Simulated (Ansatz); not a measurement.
**Cs$_{2}$MnSe$_{2}$: computed property card**

Cs₂MnSe₂:
```xyz
10
Lattice="-3.2135 3.7637 7.1196 3.2135 -3.7637 7.1196 3.2135 3.7637 -7.1196" Properties=species:S:1:pos:R:3 pbc="T T T"
Mn     0.0000     0.0000     0.0000
Mn     3.2135     0.0000     0.0000
Se     1.6067     2.4314     8.4868
Se     4.8202     1.3323    -1.3672
Se    -1.6067     2.4314     5.7524
Se     1.6067     1.3323     1.3672
Cs     1.6067     1.2424     5.0188
Cs     1.6067    -1.2424     9.2204
Cs     1.6067     5.0062     2.1008
Cs     1.6067     2.5213    -2.1008
```
The run is spin-polarised; directions of the spins, atom by atom: ↑ ↓ 0 0 0 0 0 0 0 0.

Space group Ibam (No. 72); conventional cell a = 7.5275 Å, b = 14.2392 Å, c = 6.4270 Å, α = β = γ = 90.00°.

Method: plane-wave PAW PBEsol (Ansatz code). The cell and atoms are relaxed at this level. Other levels are named where they apply.

Cell and energy:

* **Volume per atom**: 34.44 Å³
* **Density**: 4.62 g/cm³
* **Formation energy from the elements (no fitted shifts)**: -0.93 eV/atom

Electronic structure:

- Band gap = 1.81 eV (indirect)
- Valence-band maximum = off the standard path, at k = (0.208, -0.219, -0.208) in fractions of the reciprocal vectors
- Conduction-band minimum = at X (k = 0.500, 0.500, 0.500 in fractions of the reciprocal vectors)
- Smallest direct gap on the standard path = 2.01 eV
- Electron effective mass = 0.86, 1.5, 2.1 mₑ (principal values)
- Hole effective mass = 2.2, 4.4, 4.4 mₑ (principal values)

Magnetism:

Magnetic order: antiferromagnetic
Net moment: 0.00 μB per atom

The workflow started from an entry of the Crystallography Open Database (COD). Whether it is the stable phase at ambient conditions was not checked. The cell was relaxed with PBEsol under the symmetry of its start, as lowered by the spin order; its stability against distortions is not shown here. Magnetic state: antiferromagnetic, chosen from 2 collinear starts compared on coarse meshes (ties went to the first, and starts can fall back to one state), not a proven ground state. No Hubbard U is applied. Point labels and valley counts follow the cell and symmetry of the run, lower than the named group. The references are the lowest solids computed at this level, not always the standard phases. Spin–orbit coupling is left out wherever it is not named.

Potentials: the later of the program's two PAW sets.
